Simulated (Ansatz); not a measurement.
Space group Fddd:1 (No. 70). a = 4.718 Å, b = 8.257 Å, c = 8.705 Å, α = 90.00°, β = 90.00°, γ = 90.00°
| atom | site | symmetry | x | y | z |
| --- | --- | --- | --- | --- | --- |
| Ga | 16f | .2. | 0.2500 | 0.5826 | 0.7500 |
| Os | 8b | 222 | 0.7500 | 0.7500 | 0.7500 |

Equation of state of this Ga₂Os structure (not necessarily the ground state), with shape and atoms relaxed at each volume where symmetry leaves them free. These are results of Ansatz 0.2.0, DFT r2SCAN, scalar-relativistic, plane waves, PAW, not measurements.

Settings: cutoff 500 eV, Γ-centred mesh 8×8×8 on the computed 6-atom cell, Gaussian smearing of 0.02 eV; no spin polarisation.

```tsv
V (Å³/atom)	E − E(largest V) (meV/atom)	P (GPa)	gap on mesh (eV)
12.435	89.82	34.51	1.04
12.858	13.53	23.48	1.01
13.282	-35.99	14.22	0.98
13.706	-63.07	6.48	0.96
14.130	-71.37	0.00	0.94
14.554	-63.99	-5.40	0.91
14.978	-43.58	-9.88	0.89
15.543	0.00	-14.62	0.86
```

Task: Fit a third-order Birch–Murnaghan equation to E(V).

Result: V0 = 14.13 Å³/atom, B0 = 196 GPa, B0' = 5.0.

Spin-orbit coupling is left out, which matters for the bands of heavy elements.

The gaps are read on the mesh, which can miss the band edges, so they can be too wide.